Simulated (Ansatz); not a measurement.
## MnGa4: a fit and a missing row

MnGa4, Im-3m, a = 5.510 Å. The structure is a Materials Project entry; whether it is the stable form wasn't checked. Ansatz: PBEsol, PAW, 420 eV, Γ-centred 10×10×10 mesh on 5 atoms, Gaussian smearing 0.10 eV; collinear spin, largest moment 0.6 μB. Symmetry fixes shape and atoms, so the cell is only scaled; pressure is positive in compression.

| V (Å³/atom) | P (GPa) |
| --- | --- |
| 15.721 | 7.50 |
| 16.223 | 3.44 |
| 16.724 | 0.01 |
| 17.226 | -2.87 |
| 17.728 | ? |

Take V0 = 16.724 Å³/atom, count pressures from its P0 = 0.01 GPa, fit the third-order Birch–Murnaghan form to the other rows, and predict the missing pressure.

With the Eulerian strain f = ½[(V0/V)^(2/3) − 1] and y = (P − P0)/[3f(1 + 2f)^(5/2)], the form is the line y = B0 + 1.5 B0 (B0′ − 4) f. Rows (f, y): 0.02105, 107.0; 0.01024, 106.1; -0.00976, 103.3. Means f = 0.007177, y = 105.47; Σ(Δf)² = 0.0004887, ΣΔfΔy = 0.05991; the slope is their ratio. y = 104.6 + 122.6 f GPa, so B0 = 104.6 GPa and B0′ = 4 + 2 × (122.6)/(3 × 104.6) = 4.78. At V = 17.728, f = -0.01906, y = 102.26 and P = -5.30 GPa. The run gave -5.30 GPa, the same to the digits shown. The form still works here, 33 % of the fitted range beyond its end. Note that the largest moment runs from 0.48 to 0.65 μB along the series.

The largest moment runs from 0.48 to 0.65 μB along the series, so B0 and B0′ hold the change of the moment too.

Only parallel moments were tried here.